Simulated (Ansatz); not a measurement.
The computed numbers are results of PBE, scalar-relativistic (no spin polarisation) in the plane-wave PAW code Ansatz at 420 eV, Γ-centred 10×10×10 mesh, 0.05 eV Gaussian smearing; PAW files: Ansatz's generated set soft_2.

A crystal of composition XSi2, relaxed at this level of theory, gives this pattern between 10° and 80°.

Cu Kα1 powder pattern (kinematic, no thermal factors).
2θ (°) (relative intensity): 24.50 (2), 25.48 (6), 35.64 (100), 44.91 (48), 50.21 (11), 51.81 (1), 58.60 (21), 69.62 (24), 76.75 (18)

Question: Which lattice and cell does the pattern come from?

Answer: Hexagonal, space group P6/mmm (No. 191), a = 4.033 Å, b = 4.033 Å, c = 3.631 Å, α = 90.00°, β = 90.00°, γ = 120.00°. The line positions fix the lattice at most, not the space group, and lines under 1 % of the strongest aren't listed; this is the group of the computed cell.

The calculation on XSi2, where X is one element, gave:

```yaml
Band_gap: zero (metallic)
Density_of_states_at_the_Fermi_level: 0.71 states/(eV·atom)
Bader_charges: X 1.44; Si -0.72 e
Formation_energy_from_the_elements_0_K_uncorrected: -0.38 eV/atom
Bulk_modulus_Birch–Murnaghan: 89 GPa
```

Sites: X on 1a, Si on 2d.

Question: Which element is X?
A. K
B. Ca
C. V
D. Sc

Answer: D. X is Sc, so the compound is ScSi2.

The Crystallography Open Database holds a cell of this formula and space group, from which this one stands far in volume, proportions or bonds. The database's entry of this formula in the relaxed cell's space group, P6/mmm, has axes of 3.662 × 3.662 × 3.879 Å and 15.02 Å³/atom (1994), the relaxed one 4.033 × 4.033 × 3.631 Å and 17.05.

The cell is a metal with an odd number of electrons, and spin polarisation wasn't tried.
